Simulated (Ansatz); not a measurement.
## Notes on W₂O₃

```
W O
1.0
     2.53349    4.38813    0.00000
    -2.53349    4.38813    0.00000
     0.00000   -2.92542    4.63696
W O
4 6
Direct
  0.34720 0.34720 0.04160
  0.15280 0.15280 0.45840
  0.65280 0.65280 0.95840
  0.84720 0.84720 0.54160
  0.55860 0.94140 0.75000
  0.25000 0.55860 0.75000
  0.94140 0.25000 0.75000
  0.44140 0.05860 0.25000
  0.75000 0.44140 0.25000
  0.05860 0.75000 0.25000
```

Level: r2SCAN, no spin polarisation; 500 eV; 7×7×7 Γ-centred mesh; fermi-dirac occupations (width 0.1 eV); Ansatz 0.2.0, fixed geometry.

Problem. What is the formation energy?

Solution. -1.01 eV an atom against the elements' usual phases (free molecules for gases, crystals otherwise, with no correction for O₂ or N₂), so it is bound against them; other compounds may still compete. Relaxing would lower it.

Problem. What does the stress say?

Solution. The pressure is 30.1 GPa (compression positive), so with the atoms held at these fractions the cell would first expand; the forces are large, so a full relaxation may end otherwise. The principal stresses 21.8, 21.8, 46.6 GPa differ, so its shape would change too.

Problem. What do density and ELF say about some of the short contacts?

Solution. W–O at 2.00 Å: least valence density 0.78 e/Å³ and ELF 0.20 there. Both are smooth PAW fields, read partly inside the augmentation spheres.

Problem. Is there a gap?

Solution. It is a metal, with about 5.8 states/eV a cell as the mean within 0.25 eV of the Fermi level, mostly W d (85 %).

Origin: a known structure type with other elements, at an estimated volume, so it need not be a known compound. Caveats: many states at the Fermi level without spin polarisation, so a magnetic state may lie lower; atoms or cell far from equilibrium.
